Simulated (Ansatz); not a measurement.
AlN:
```
AlN
1.0
    3.10655     0.00000     0.00000
   -1.55327     2.69035     0.00000
    0.00000     0.00000     4.97815
Al N
2 2
Direct
  0.66667   0.33333   0.49920
  0.33333   0.66667   0.99920
  0.66667   0.33333   0.88080
  0.33333   0.66667   0.38080
```

Tensor components refer to the Cartesian frame of this cell.

Q: Give the proper piezoelectric stress tensor with relaxed ions from r²SCAN (plane waves, PAW; program Ansatz).

A: In C/m², rows x, y, z, Voigt columns; mesh uncertainty up to 0.00.
```
 0.00   0.00   0.00   0.00  -0.31   0.00
 0.00   0.00   0.00  -0.31   0.00   0.00
-0.59  -0.59   1.50   0.00   0.00   0.00
```

The elastic tensor of the same run (GPa):

```tsv
	1	2	3	4	5	6
1	408	138	105	0.0	0.0	0.0
2	138	408	105	0.0	0.0	0.0
3	105	105	384	0.0	0.0	0.0
4	0.0	0.0	0.0	123	0.0	0.0
5	0.0	0.0	0.0	0.0	123	0.0
6	0.0	0.0	0.0	0.0	0.0	135
```

Q: Convert to strain constants d = e·S.

A: In pC/N:
```
 0.0   0.0   0.0   0.0  -2.5   0.0
 0.0   0.0   0.0  -2.5   0.0   0.0
-2.0  -2.0   5.0   0.0   0.0   0.0
```

Space group P6_3mc (wurtzite). Symmetry was held in the r²SCAN relaxation; phonons on a q-mesh show no instability.

Potentials: the earlier of the program's two PAW sets.
